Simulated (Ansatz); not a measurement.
A 3-atom cell of PbF2 (Fm-3m) from a materials database, relaxed with r2SCAN+rVV10: the symmetry is Fm-3m (No. 225, cubic); conventional cell a = 5.892 Å, 17.04 Å³ an atom. Pb has 8 F at 2.55 Å; F has 4 Pb at 2.55 Å. One-shot G0W0@PBE in the plane-wave code Ansatz on a 6×6×6 mesh (contour deformation, no spin-orbit coupling), from a PBE gap of 4.441 eV over the mesh points (the G0W0 gap is indirect on the mesh); the number N of bands summed and the screening cutoff rise together. No spin polarisation and no zero-point or thermal motion.

```tsv
N	cutoff (eV)	1000/N	G0W0 gap (eV)
166	120	6.024	6.269
392	220	2.551	6.483
```

Lay a straight line in 1000/N through these rows.
The slope is -0.0616 eV per unit of 1000/N and the intercept 6.640 eV.

Predict the gap at N = 709 (300 eV).
6.640 + (-0.0616) × 1.410 = 6.553 eV; the run gives 6.569 eV, +0.016 eV from the line.

With that run's result added, what limit do the last two rows suggest?
Their slope is (6.569 − 6.483)/(1.410 − 2.551) = -0.0754, which meets 1/N = 0 at 6.68 eV, against 6.640 eV from the first line. The slope steepens, so 1/N isn't yet asymptotic and the true limit probably lies higher still; the k mesh isn't extrapolated.

Spin-orbit coupling is left out; in compounds of Pb, Bi, Tl or Hg it can lower a gap by up to about 1 eV, split its edges or invert the bands.
